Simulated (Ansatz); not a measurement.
Relaxed-ion elastic tensor of PSi₃₁ in space group I-43m (No. 217; Pearson symbol cI64) in GPa (Voigt order), DFT-PBE in the program Ansatz with PAW potentials; density 2.31 g/cm³, 20.29 Å³ per atom.

```json
[
 {"": "1", "1": "137", "2": "65.5", "3": "65.5", "4": "0.0", "5": "0.0", "6": "0.0"},
 {"": "2", "1": "65.5", "2": "137", "3": "65.5", "4": "0.0", "5": "0.0", "6": "0.0"},
 {"": "3", "1": "65.5", "2": "65.5", "3": "137", "4": "0.0", "5": "0.0", "6": "0.0"},
 {"": "4", "1": "0.0", "2": "0.0", "3": "0.0", "4": "58.3", "5": "0.0", "6": "0.0"},
 {"": "5", "1": "0.0", "2": "0.0", "3": "0.0", "4": "0.0", "5": "58.3", "6": "0.0"},
 {"": "6", "1": "0.0", "2": "0.0", "3": "0.0", "4": "0.0", "5": "0.0", "6": "58.3"}
]
```

### Question
Is the crystal mechanically stable?

### Answer
Yes: the smallest eigenvalue of C is 58.3 GPa.

### Question
Work out the Voigt, Reuss and Hill averages.

### Answer
K_V = 89.2, K_R = 89.2, K_H = 89.2; G_V = 49.2, G_R = 46.4, G_H = 47.8 GPa.

### Question
Give Young's modulus, Poisson's ratio, Pugh's ratio and the universal anisotropy index.

### Answer
E = 9KG/(3K + G) = 122 GPa; ν = 0.27; K/G = 1.87 (ductile by the Pugh limit of 1.75); A_U = 5G_V/G_R + K_V/K_R − 6 = 0.30.

### Question
Estimate the sound speeds and the Debye temperature.

### Answer
v_l = √((K + 4G/3)/ρ) = 8140 m/s, v_t = √(G/ρ) = 4550 m/s, mean 5070 m/s; Θ = (h/k)(3n/4πV)^(1/3) v_m = 553 K.

### Question
Give the Zener ratio and Young's modulus along [100], [110] and [111].

### Answer
A = 2C44/(C11 − C12) = 1.64; 1/E = S11 − 2(S11 − S12 − S44/2)Γ with Γ = 0, 1/4, 1/3 gives 94.0, 127, 144 GPa.

The start of the workflow was typed in or built on a structure type; neither database checked (COD, Materials Project) lists it. Its standing as an ambient phase is unchecked. The PBE relaxation kept the symmetry of its start; whether a distortion lowers the energy is not shown. As this level gives no gap, shear constants depend on the k-mesh and smearing (Fermi–Dirac, 0.1 eV here).

Potentials: the later of the program's two PAW sets.
